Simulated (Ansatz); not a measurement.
Computed with Ansatz 0.2.0, DFT PBE, scalar-relativistic, plane waves, PAW. All cells share a 420 eV cutoff and Γ-centred k meshes spaced at most about 0.3 Å⁻¹ (about 0.25 or finer for metals, 2π included). Collinear spin in cells that started with moments and kept them past the coarse steps, no spin elsewhere.

These are static total energies at zero pressure. All come from trial cells, and lower structures may exist.

Problem. Which of these relaxed structures of CuMoH₆ is the lowest in energy?
1. Space group Pm-3m (No. 221), cubic, a = 4.440 Å. Cu has 6 H at 1.78 Å; H has 1 H at 0.88 Å, 1 Cu at 1.78 Å, 4 H at 2.52 Å, 1 Cu at 2.66 Å and 4 Mo at 3.17 Å; Mo is surrounded by 24 H at 3.17 Å (long against covalent radii, as for large ions).
2. Space group F-43m (No. 216), cubic, a = 6.193 Å. Cu has 12 H at 2.20 Å and 4 Mo at 2.68 Å; H is surrounded by 1 Mo at 1.79 Å, 4 H at 1.85 Å and 2 Cu at 2.20 Å; around Mo lie 6 H at 1.79 Å and 4 Cu at 2.68 Å.

Solution. 2. It has space group F-43m (No. 216); the next, 1, with space group Pm-3m (No. 221), lies 253 meV/atom higher. Largest moments: 2 0.2 μB, 1 4.2 μB. Counting H atoms around Cu and Mo (those within 1.25 times the shortest such distance or 1.15 times the sum of covalent radii, 1.27 where that leaves under three; the shortest distance is added where it exceeds 1.18 times the sum of covalent radii), the lowest has Cu 12, Mo 6 and the next has Cu 6, Mo 24 from 3.2 Å. The next holds H–H pairs (shortest 0.88 Å); in the lowest the shortest H–H distance is 1.85 Å. Even the lowest lies +0.79 eV/atom against the elements.

With hydrogen, zero-point motion can shift such differences by 10 meV/atom or more. The magnetic state reached may not be the lowest. Cells relaxed within their symmetry can be saddle points. Some types were kept out of the candidates beforehand, so the set may lack a known form.
